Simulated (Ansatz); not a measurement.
**Computed properties of HfGe₂**

HfGe2:
```xyz
3
Lattice="4.6936 0.0000 0.0000 -2.3468 4.0648 0.0000 0.0000 0.0000 2.7899" Properties=species:S:1:pos:R:3 pbc="T T T"
Hf     0.0000     0.0000     0.0000
Ge     0.0000     2.7098     1.3949
Ge     2.3468     1.3549     1.3949
```

Space group P6/mmm (No. 191); conventional cell a = b = 4.6936 Å, c = 2.7899 Å, α = β = 90.00°, γ = 120.00°.

Method: PBEsol in the plane-wave PAW code Ansatz. The cell and atoms are relaxed at this level. Other levels are named where they apply.

### Cell and energy

| Property | Value |
|---|---|
| Volume per atom | 17.74 Å³ |
| Density | 10.10 g/cm³ |
| Formation energy from the elements (no fitted shifts) | -0.15 eV/atom |

### Electronic structure

| Item | Value |
|---|---|
| Electronic character | metallic (no gap) |
| Density of states at the Fermi level | 0.55 states/eV per atom (mean over ±0.08 eV) |
| Gap with spin–orbit coupling | none (metallic) |

### Mechanics

| Property | Result |
|---|---|
| Bulk modulus (Birch–Murnaghan fit) | 107 GPa |
| Pressure derivative B′ | 4.3 |

### Phonons

| Quantity | Result |
|---|---|
| Highest zone-centre frequency | 166 cm⁻¹ |
| Zone-centre stability | no imaginary mode at Γ |

A made-up cell: these elements were put on the sites of a structure type; neither database checked (COD, Materials Project) lists it. COD files the formula under space group No. 63. Whether it is the stable phase at ambient conditions was not checked. The cell keeps a stress of up to 0.2 GPa. Symmetry was held in the PBEsol relaxation. The run is not spin-polarised. As this level gives no gap, phonon frequencies hold no LO–TO term and depend on the k-mesh and smearing (Fermi–Dirac, 0.1 eV here). The references are the lowest solids computed at this level, not always the standard phases. Spin–orbit coupling is left out wherever it is not named.

Potentials: the earlier of the program's two PAW sets. The files were generated under PBE; for other functionals the program regenerates the frozen cores, and for LDA and PBEsol the local potential too.
